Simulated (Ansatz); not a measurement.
# What DFT gives for ScRu

```yaml
crystal:
  lattice:
    - [4.06892, 0.17702, -0.30134]
    - [0.15443, 4.77918, -0.30774]
    - [0.66214, 0.98703, 3.61036]
  atoms:
    - { symbol: Sc, position: [0.45383, 0.77043, 0.54978] }
    - { symbol: Sc, position: [0.32182, 0.21923, 0.92394] }
    - { symbol: Ru, position: [0.77136, 0.27253, 0.35559] }
    - { symbol: Ru, position: [0.90495, 0.80951, 0.98578] }
```

The numbers come from plane-wave PAW DFT (Ansatz): PBE, no spin polarisation, 420 eV, 5×4×5 (shifted by 0.5, 0.5, 0.5 steps) k points, fermi-dirac occupations (width 0.1 eV). Nothing was relaxed.

(1) Is the cell too large or too small?

(2) Metal or insulator?

(3) Where is the largest force?

(4) Describe some of the short contacts.

Origin: a disordered cell, so it need not be a known compound. Caveats: the k mesh is coarse if the cell is a metal.

Answers

(1) The pressure is 0.4 GPa (compression positive), so with the atoms held at these fractions the cell is close to zero pressure; the forces are large, so a full relaxation may end otherwise. The principal stresses -6.6, 0.5, 7.4 GPa differ, so its shape would change too.

(2) It is a metal, with about 3 states/eV a cell as the mean within 0.25 eV of the Fermi level, mostly Ru d (64 %) and Sc d (24 %).

(3) The largest is on Ru3: 1.34 eV/Å, components (1.28, 0.03, 0.40). It makes 106° with the line to a nearest neighbour, Sc2 at 2.65 Å.

(4) Sc–Ru at 2.65 Å: least valence density 0.30 e/Å³ and ELF 0.15 there. Ru–Ru at 2.73 Å: least valence density 0.37 e/Å³ and ELF 0.32 there. Sc–Sc at 2.79 Å: least valence density 0.14 e/Å³ and ELF 0.08 there. Both are smooth PAW fields, read partly inside the augmentation spheres.
